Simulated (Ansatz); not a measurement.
Input and output of a single-point calculation on an ordered 6-atom cell of B3As2N on the zincblende lattice (Imm2) (the PAW code Ansatz, PBE0). The geometry is the r2SCAN minimum.

Input file:
```yaml
crystal:
  lattice:
    - [-1.570616718, 4.6863938012, 2.2044577754]
    - [1.570616718, -4.6863938012, 2.2044577754]
    - [1.570616718, 4.6863938012, -2.2044577754]
  atoms:
    - { symbol: "N", position: [-0.0128770054, -0.0128770054, 0.0] }
    - { symbol: B, position: [0.1884470533, 0.6884470533, 0.5] }
    - { symbol: As, position: [0.3372650065, 0.0006681016, 0.3365969049] }
    - { symbol: B, position: [0.648270634, 0.7865468745, 0.8617237596] }
    - { symbol: As, position: [0.6640711967, 0.0006681016, 0.6634030951] }
    - { symbol: B, position: [0.9248231149, 0.7865468745, 0.1382762404] }
kpoints:
  mp_grid: { grid: [6, 6, 6] }
  band_path:
    path:
      - [0.0, 0.0, 0.0]
      - [0.5, -0.5, 0.5]
      - [0.2780803735, -0.2780803735, 0.7219196265]
      - [-0.2780803735, 0.2780803735, 0.2780803735]
      - [0.3053179425, 0.3053179425, -0.3053179425]
      - [0.6946820575, -0.3053179425, 0.3053179425]
      - [0.0, 0.5, 0.0]
      - [0.25, 0.25, 0.25]
      - [0.5, 0.0, 0.0]
      - [0.359375, 0.359375, -0.359375]
    npoints: 1
hamiltonian:
  xc: pbe0
scf:
  occupations: { method: fixed }
  n_extra_bands: 5
output:
  forces: true
  stress: true
  eigenvalues: true
```

Command: `ansatz run input.yaml --threads 4 --pin off --max-ram 6451MiB --backend cpu --events-out ev --progress --plain --runs-dir out`. It took 8.5 min on 4 threads of Intel(R) Xeon(R) Processor @ 2.50GHz (Skylake/Cascade Lake), with other jobs on the host, load about 0.9 per core; peak host memory 3.3 GiB.

Abridged output:
```
scf.n_extra_bands = 5 over 22 filled bands (N_el = 44.0): the run solves 27 bands
Functional definition: PBE0
Crystal: 6 atoms, lattice volume = 64.904 Å³
Basis set: ecut = 420 eV, 1253 PW (Γ), FFT grids on a1+a2, a2+a3, a3
Symmetry: 4 space group operations
Space group: Imm2 (ITA 44)
k-points: 46 of 216 (time reversal used)
hybrid outer 1: dexx = +1.840e-2 eV, tail = 1.20e-4 eV
hybrid outer 2: dexx = +1.423e-6 eV, tail = 5.23e-8 eV, Δε = 1.95e-3 eV, ΔF = 3.22e-3 eV/Å
Free energy (F): -10566.836744 eV
Fermi energy:    11.734596 eV
--- Forces (eV/Å), atoms counted from 1 ---
  atom   1  N       0.00000      0.00000      0.08054
  atom   2  B       0.00000      0.00000    -0.22784
  atom   3  As      0.00000    -0.01891      0.01710
  atom   4  B       0.00000      0.07999      0.05658
  atom   5  As      0.00000      0.01891      0.01710
  atom   6  B       0.00000    -0.07999      0.05658
--- Stress (GPa, compression-positive) ---
       -2.487988       0.000000       0.000000
        0.000000      -2.061403       0.000000
        0.000000       0.000000      -1.882680
  P = ⅓ Tr σ = -2.1440 GPa (-21.440 kbar)
```

bands.tsv, columns around the gap (it counts bands from 0):
```tsv
# k_distance	band_17	band_18	band_19	band_20	band_21	band_22	band_23	band_24	band_25
# fermi_ev = 11.734596
# [0, 0, 0] at k_distance = 0.000000
# [0.5, -0.5, 0.5] at k_distance = 0.670365
# [0.2780803735, -0.2780803735, 0.7219196265] at k_distance = 1.558145
# [-0.2780803735, 0.2780803735, 0.2780803735] at k_distance = 2.265156
# [0.3053179425, 0.3053179425, -0.3053179425] at k_distance = 3.677540
# [0.6946820575, -0.3053179425, 0.3053179425] at k_distance = 4.418368
# [0, 0.5, 0] at k_distance = 5.632648
# [0.25, 0.25, 0.25] at k_distance = 5.967831
# [0.5, 0, 0] at k_distance = 6.967945
# [0.359375, 0.359375, -0.359375] at k_distance = 7.425690
# levels_relative_to = fermi_ev
0.000	-6.820	-3.000	-2.049	-1.558	0.000	2.370	4.306	4.927	4.969
0.670	-4.851	-4.429	-3.908	-2.066	-0.382	1.772	2.936	4.655	5.592
1.558	-6.570	-6.438	-4.908	-4.390	-3.083	2.771	2.850	3.472	4.397
2.265	-6.570	-6.438	-4.908	-4.390	-3.083	2.771	2.850	3.472	4.397
3.678	-5.292	-3.408	-2.372	-1.928	-1.246	1.740	4.179	4.903	5.967
4.418	-5.292	-3.408	-2.372	-1.928	-1.246	1.740	4.179	4.903	5.967
5.633	-7.500	-5.845	-5.118	-2.941	-2.934	3.940	5.359	5.781	5.840
5.968	-7.479	-5.725	-4.739	-3.519	-3.159	4.426	5.036	5.653	6.604
6.968	-5.155	-3.764	-2.529	-2.318	-1.635	2.577	4.953	5.339	6.080
7.426	-5.345	-3.306	-2.312	-2.176	-0.846	1.588	3.655	4.311	6.257
```
In order the rows are Γ, X, F₀, Σ₀, Λ₀, G₀, R, W, S, G₀–X (0.28).

PBE0 gives an indirect gap of 1.59 eV, from Γ to G₀–X (0.28 of the way from G₀); the least direct gap is 2.15 eV at X. With the atoms held, the mean pressure is -2.1 GPa (compression positive). (The program warns that its thresholds are loose for a hybrid's stress.) The largest force is 0.23 eV/Å.

The cell comes from a prototype generator: it can be a known phase or a hypothetical one. Spin polarisation is off.

Spin-orbit coupling is left out.
